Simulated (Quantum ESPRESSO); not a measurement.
# Different elements on one site among Al Mo Zr

These are calculations, not measurements. They come from Quantum ESPRESSO 7.5, a public plane-wave density functional program. Each row is one single-point run on a made-up periodic cell of eight metal atoms, with elements, volume, strain and displacements drawn at random and not relaxed, so a cell may be unstable or far from any real phase. There is no spin polarisation or spin-orbit coupling.

Settings: PBE unless stated; PseudoDojo standard norm-conserving files; Fermi-Dirac width 0.25 eV, which means electrons at about 2900 K; cutoff 1197 eV; 5 x 5 x 5 k mesh shifted half a step off Gamma. E is the free energy of the whole cell (internal energy minus TS), so a -TS column is already part of it. Stress is positive in tension, and the pressure P is minus a third of its trace.

Checks: one run of this series was repeated at a higher cutoff and on a denser mesh, which moved values by no more than 0.002 eV, 0.02 GPa and 0.003 eV/Å, and a second program with other atomic files agreed on it to 2 % rms in force and 0.5 GPa in pressure. Known limits: a spin test at this wide smearing found no moment, but such smearing suppresses magnetism that the real alloy may have.

The lattice is face-centred cubic, and the cell vectors in Å are (0.000, 4.310, 4.310); (4.310, 0.000, 4.310); (4.310, 4.310, 0.000), a volume of 160.16 Å³. The elements on sites 1 to 8 are X Mo Al Zr Mo Zr Mo Mo. The runs change X and keep the cell and the displaced positions. The column v is a rough volume for each atom of the pure element, close to PBE values, from general knowledge and not from these runs. Energies are left out, as each element's file has its own zero.

```
run,X,v (Å³),-TS (eV),force on X (eV/Å),rms force (eV/Å),P (GPa)
1,Ru,13.8,-2.263,0.199,0.207,-18.67
2,Rh,14.1,-2.178,0.074,0.202,-18.35
3,Ga,19.0,-1.912,0.220,0.242,-15.99
4,Sc,24.6,-2.118,0.527,0.281,-10.85
5,Pd,15.3,?,?,?,?
```

## Worked fit

A straight line through the runs shown gives P = -28.5 + 0.703 v GPa with v in Å³, an error of 0.077 on the slope and a scatter of 0.68 GPa. At this fixed volume the pressure tends to rise with the size of X.

## Withheld run

Question: what pressure should run 5, with Pd, give?

The fit gives -17.74 ± 0.78 GPa. The calculation gave -17.09 GPa.
